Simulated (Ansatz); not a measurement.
HfO2 (Fm-3m), clamped-ion strain scan

Theory: Ansatz 0.2.0, DFT r2SCAN, scalar-relativistic, plane waves, PAW. Settings: plane waves to 500 eV, k-mesh 8×8×8 (Γ-centred), Gaussian smearing 0.05 eV. Spin–orbit coupling is left out, which can shift energies with elements as heavy as these. No spin polarisation. Energies are free energies at this smearing, counted from the undisturbed cell; pressure is positive in compression.

The starting cell (relaxed at this level; this fluorite-type form isn't the usual structure):

```
Hf O
1.0
     0.00000    2.52916    2.52916
     2.52916    0.00000    2.52916
     2.52916    2.52916    0.00000
Hf O
1 2
Direct
  0.00000 0.00000 0.00000
  0.25000 0.25000 0.25000
  0.75000 0.75000 0.75000
```

The cell is strained by ε times the Voigt pattern (1, 0, 0, 0, 0, 0) (xx, yy, zz, yz, xz, xy; engineering shear) with fractional coordinates fixed.

```tsv
ε	ΔE (meV/atom)
-0.0600	79.6
-0.0450	43.7
-0.0300	19.0
-0.0150	4.7
0.0000	0.0
0.0150	4.4
0.0300	17.4
0.0450	38.3
0.0525	51.6
0.0600	66.8
```

Question: Predict the stress summed along the pattern (GPa, tension positive) at each point.

Answer:
| ε | stress summed along the pattern (GPa, tension positive) |
| --- | --- |
| -0.0600 | -41.26 |
| -0.0450 | -29.86 |
| -0.0300 | -19.23 |
| -0.0150 | -9.31 |
| 0.0000 | -0.02 |
| 0.0150 | 8.68 |
| 0.0300 | 16.86 |
| 0.0450 | 24.55 |
| 0.0525 | 28.23 |
| 0.0600 | 31.80 |